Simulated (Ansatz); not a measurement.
## Run record: phonons of NaI (Fm-3m)

Level of theory: LDA, PAW on Ansatz 0.2.0's default frozen-core files (fitted under PBE), scalar-relativistic.

The cell is the relaxed one with its volume scaled by 1.02.

Launched as:

```sh
ansatz run input.yaml --threads 2 --pin off --max-ram 5120MiB --backend cpu --events-out ev --progress --plain --runs-dir out
```

Input:

```yaml
crystal:
  lattice:
    - [0.0, 3.1518234347, 3.1518234347]
    - [3.1518234347, 0.0, 3.1518234347]
    - [3.1518234347, 3.1518234347, 0.0]
  atoms:
    - { symbol: Na, position: [0.0, 0.0, 0.0] }
    - { symbol: I, position: [0.5, 0.5, 0.5] }
kpoints:
  mp_grid: { grid: [6, 6, 6] }
scf:
  occupations: { method: fixed }
hamiltonian:
  xc: lda
  pseudopotentials: { kind: paw }
phonons:
  qmesh: [2, 2, 2]
  qpath:
    path:
      - [0.0, 0.0, 0.0]
      - [0.5, 0.0, 0.5]
      - [0.625, 0.25, 0.625]
      - [0.375, 0.375, 0.75]
      - [0.0, 0.0, 0.0]
      - [0.5, 0.5, 0.5]
      - [0.5, 0.25, 0.75]
      - [0.5, 0.0, 0.5]
    npoints: 6
  temperatures: { t_min: 0, t_max: 1000, t_step: 100 }
```

Output:

```
Warning: RAYON_NUM_THREADS=2 ignored (pool sized by the plan → 2); use --threads N
Engine: ansatz 0.2.0, aarch64-unknown-linux-gnu
Pseudopotentials: kind: paw
Pseudopotential: Na, paw, valence charge 9, recommended cutoff 420 eV (normal), Na.paw.azcp
Pseudopotential: I, paw, valence charge 17, recommended cutoff 420 eV (normal), I.paw.azcp
Functional definition: SPW92
  exchange = slater_x
  correlation = pw_c
Crystal: 4 atoms, lattice volume = 125.241 Å³
Basis set: ecut = 420 eV, 2477 PW (Γ), FFT grids on a1, a2, −a1+a2+a3
Bands: 32, of which v1, the nominal top of the filled ones, is band 26 counted from 1 (25 counted from 0)
Symmetry: 32 space group operations
k-points: 20 of 108
Non-local potential: Na, projectors of the file, l = 0: 3, l = 1: 2, l = 2: 1
Non-local potential: I, projectors of the file, l = 0: 2, l = 1: 2, l = 2: 2, l = 3: 2
PAW form: soft (Blöchl's): semilocal exchange-correlation on the pseudo side does not see the compensation charge
PAW frozen core: Na, regenerated for the run's functional, and the local potential with it (the file was generated under x = pbe(κ = 0.804, μ = 0.2195149727645171), c = pbe(β = 0.06672455060314922))
PAW frozen core: I, regenerated for the run's functional, and the local potential with it (the file was generated under x = pbe(κ = 0.804, μ = 0.2195149727645171), c = pbe(β = 0.06672455060314922))
PAW one-centre angular grid: Na, 110 points (default); XC on 64 Gauss nodes
PAW one-centre angular grid: I, 590 points (default); XC on 64 Gauss nodes
Initial density: handed on by an earlier stage of this run
Initial wavefunctions: those handed on with the density
Functional: x = slater, c = lda
SCF iter   1: F=—  HF=-17650.018197 eV  |F-HF|=—  |Δ(HF+E_count)|=         —  Δρ=1.41e-7  dr2=3.76e-11  ethr=1.20e-12  ⟨swp⟩=3.0  Hψ=1886  notcnv=0
preconditioner: auto → Resta (q_TF=auto, 2.357 Å⁻¹)  ε∞=2.7  [insulator: Δε(μ)=3.555 eV  Ē_g=10.220 eV  n_scr=28 (ndim 8)  ℏωp=13.3 eV  f_vac=0.034  ε∞_Penn≈2.7]
SCF iter   2: F=-17650.018197 eV  HF=-17650.018197 eV  |F-HF|=7.28e-12  |Δ(HF+E_count)|=  7.28e-12  Δρ=5.69e-8  dr2=4.71e-12  ethr=1.00e-12  ⟨swp⟩=4.0  Hψ=1874  notcnv=0
SCF 1 converged in 2 iterations: F = -17650.018197 eV  dr2 = 4.71e-12
  greatest PAW one-centre occupation: 1.000 electrons in one spin orbital (limit 2), on the I atom at site 3 (counted from 0), in its partial waves of l = 2
Crystal: 2 atoms, lattice volume = 62.620 Å³
Basis set: ecut = 420 eV, 1243 PW (Γ), exchange–correlation on 60×60×60 points (8 copies of the dense FFT grid, shifted against one another)
Bands: 17, of which v1, the nominal top of the filled ones, is band 13 counted from 1 (12 counted from 0)
Symmetry: 48 space group operations
k-points: 30 of 216 (irreducible under 8 space group operations, time reversal used)
Initial density: read from a saved state, or passed on in memory by an earlier SCF of this step, an earlier step, the calling program or the single point that the run made first
Initial wavefunctions: pseudopotential atomic-orbital guess
iter 1 solved again at ethr=2.66e-6 eV; its pass at ethr=3.10e-3 eV (dr2=6.93e-4 eV) is discarded
[... 61 lines left out ...]
Internal energy: -17650.018197 eV  (E = F + TS)
E sigma→0 (E₀):  -17650.018197 eV
Fermi energy:    3.537078 eV
--- Per-component energies (eV) ---
  E_band       = -1203.183244
  E_kinetic    = 622.410834
  E_local      = -6507.729442  (includes V_loc(G=0)·N_el)
  E_nonlocal   = 63.042802
  E_hartree    = 2949.892218
  E_xc         = -331.791916
  E_vxc        = -357.822980  (∫ρ·V_xc dr)
  E_paw        = -9810.811661  (= ΣΔE_a)
  E_vpaw       = -922.868818  (= ΣTr[D̂ρ^β])
  E_aug_tail   = 0.000060  (compensation charges beyond the density's cutoff)
  E_ewald      = -4636.875303
  E_core_change = 1.844210  (= ΣΔE_core)
  E_smearing   = -0.000000  (= −TS)
  E_closure    = 0.000000  (closes the sum)
  Σ components = -17650.018197   (vs F -17650.018197, Δ=0.00e0)
--- Forces (eV/Å), atoms counted from 1 ---
  atom   1  Na     0.00000000     0.00000000    -0.00000000
  atom   2  I      0.00000000    -0.00000000    -0.00000000
  atom   3  Na    -0.00000000    -0.00000000    -0.00000000
  atom   4  I      0.00000000    -0.00000000     0.00000000
  max |Σ_I F_I| component: 2.59e-29 eV/Å
--- Phonons: 4 displaced members + 2 references (amplitude of the first 0.0025 Å, Σ member SCF iterations 25) ---
  ASR residual: 2.974e-4 → 0.000e0 eV/Å²; symmetrization residual: 2.268e-4 eV/Å²
  largest component of a force at the reference: 4.7e-29 eV/Å
  ASR residual per site (eV/Å²): 1.32e-4 2.97e-4
  Γ frequencies (cm⁻¹): 0.00 0.00 0.00 123.85 123.85 123.85
  Unit cell's response to a homogeneous field, on a k mesh of 6×6×6: 1 representative field direction (Σ response iterations 7)
  ε∞ (high-frequency dielectric tensor):
        3.579684    -0.000000    -0.000000
       -0.000000     3.579684    -0.000000
       -0.000000    -0.000000     3.579684
  ε⁰ (static dielectric tensor): not given — the deck does not say what the cell's rigid motions are, and on a molecule in a box or a wire the rigid rotations would enter the sum over the modes at Γ. For a crystal or a slab, ...
  Born effective charges Z* (e; rows j = field, columns β = displacement):
    site 0:
         1.17424    0.00000   -0.00000
        -0.00000    1.17424   -0.00000
        -0.00000   -0.00000    1.17424
    site 1:
        -1.17424   -0.00000    0.00000
         0.00000   -1.17424    0.00000
         0.00000    0.00000   -1.17424
  Z* charge neutrality: 1.110e-5 e pre-enforcement
  k-mesh period / interband length: 26.7 Å / 1.81 Å = 14.82 at k = (0.0000, 0.0000, 0.0000), direct gap 3.555 eV — 14 or more, which is no proof of convergence
  optical modes at Γ without the LO–TO term, one row a degenerate level:
      ω (cm⁻¹)  modes    IR ((D/Å)²/amu)
        123.85      3             4.9031
  optical modes at Γ + LO–TO along q̂ = [1.0000, 0.0000, 0.0000]:
      ω (cm⁻¹)  modes    IR ((D/Å)²/amu)
        123.85      2             3.2687
        175.75      1             1.6344
  optical modes at Γ + LO–TO along q̂ = [0.0000, 1.0000, 0.0000]:
      ω (cm⁻¹)  modes    IR ((D/Å)²/amu)
        123.85      2             3.2687
        175.75      1             1.6344
  optical modes at Γ + LO–TO along q̂ = [0.0000, 0.0000, 1.0000]:
      ω (cm⁻¹)  modes    IR ((D/Å)²/amu)
        123.85      2             3.2687
        175.75      1             1.6344
--- Phonons (by wavevector): 3 wavevectors in 2 supercells ---
  supercell 1 (2 cells, vectors [1, 0, 0], [0, 1, -1], [0, 0, 2] in multiples of the cell's): 2 displaced members by 0.0025 Å; free energy -17650.018197 eV; taken off its force constants: by the sum rule 5.2e-4, by the ...
  symmetry images taken by strict's conditions (phonons.symmetry_images: auto; settled by no image being taken that strict refuses)
  supercell 2 (2 cells, vectors [1, 0, 0], [0, 1, 0], [0, 0, 2] in multiples of the cell's): 2 displaced members by 0.0025 Å; free energy -17650.018197 eV; taken off its force constants: by the sum rule 3.0e-4, by the ...
  symmetry images taken by strict's conditions (phonons.symmetry_images: auto; settled by no image being taken that strict refuses); asymmetry of the core-correction force 1.0e-14 eV/Å at the most on a site, 1.7e-14 eV/Å summed ...
  q = [0.0000, 0.0000, 0.0000] (star 1, supercell 1; hermiticity 1.15e-50, symmetrization 4.54e-7): -0.00 -0.00 -0.00 123.85 123.85 123.85
  q = [0.0000, 0.0000, -0.5000] (star 4, supercell 2; hermiticity 9.14e-17, symmetrization 7.54e-16): 53.64 53.64 78.16 119.51 119.51 176.40
  q = [0.0000, -0.5000, -0.5000] (star 3, supercell 1; hermiticity 1.46e-16, symmetrization 4.79e-16): 37.16 37.16 57.00 128.01 128.01 134.14
  joined force constants: q→R imaginary residual 3.69e-17
  density of states and harmonic sums: on the 18×18×18 q-mesh, interpolated from the force constants of a 2×2×2 supercell (with the dipole–dipole term)
  largest difference from the sums on the solved wave vectors: F 9.17e-2 eV, S 1.24e-4 and C_V 3.22e-5 eV/K
```

Self-consistency was reached.

### Phonons on the q mesh

Harmonic phonons of a crystal by Kohn-Sham DFT at the given cell, standard atomic masses, acoustic sum rule imposed; negative wavenumbers are unstable modes; one row a degenerate set, branches counted upwards.

```
Unstable phonons : no
```

| point | q a (r.l.u.) | q b (r.l.u.) | q c (r.l.u.) | branch | phonon wavenumber (cm⁻¹) | degeneracy |
| --- | --- | --- | --- | --- | --- | --- |
| Gamma | 0 | 0 | 0 | 4 | 123.8 | 3 |
| L | 0.5 | 0 | 0 | 1 | 53.6 | 2 |
| L | 0.5 | 0 | 0 | 3 | 78.2 | 1 |
| L | 0.5 | 0 | 0 | 4 | 119.5 | 2 |
| L | 0.5 | 0 | 0 | 6 | 176.4 | 1 |
| X | 0.5 | 0.5 | 0 | 1 | 37.2 | 2 |
| X | 0.5 | 0.5 | 0 | 3 | 57 | 1 |
| X | 0.5 | 0.5 | 0 | 4 | 128 | 2 |
| X | 0.5 | 0.5 | 0 | 6 | 134.1 | 1 |

### Field response

Linear response of an insulating crystal by Kohn-Sham DFT to a field and to zone-centre displacements, local fields included; Born charges neutralised; LO modes for wave vectors along x and z; Cartesian axes as in the input.

```json
{
  "Dielectric electronic (x, y, z)": "3.58, 3.58, 3.58",
  "Highest phonon with field along x": "175.8 cm⁻¹",
  "Highest phonon with field along z": "175.8 cm⁻¹",
  "Highest phonon without field": "123.8 cm⁻¹"
}
```

```tsv
atom	born charge xx (e)	born charge yy (e)	born charge zz (e)
Na1	1.174	1.174	1.174
I2	-1.174	-1.174	-1.174
```

**Harmonic thermodynamics**

Sums over wave vectors interpolated from the q mesh.

```json
{
  "Zero point energy": "17.43 meV/atom"
}
```

| temperature (K) | phonon heat capacity (k_B/atom) | phonon entropy (k_B/atom) | phonon free energy (meV/atom) |
| --- | --- | --- | --- |
| 100 | 2.529 | 2.765 | 6.57 |
| 200 | 2.866 | 4.656 | -26.18 |
| 300 | 2.939 | 5.835 | -71.7 |
| 400 | 2.965 | 6.684 | -125.8 |
| 500 | 2.978 | 7.348 | -186.4 |
| 600 | 2.984 | 7.891 | -252.1 |
| 700 | 2.988 | 8.352 | -322.1 |
| 800 | 2.991 | 8.751 | -395.9 |
| 900 | 2.993 | 9.103 | -472.8 |
| 1000 | 2.994 | 9.419 | -552.6 |

Caveats: frozen-core PAW files fitted under PBE, their cores solved anew for the functional of the run; cell scaled away from its relaxed volume; no LO-TO term at the zone centre; coarse q mesh.

Cost: 30 s on 2 threads of Arm Neoverse V1 (shared host), peak memory 0.47 GiB.
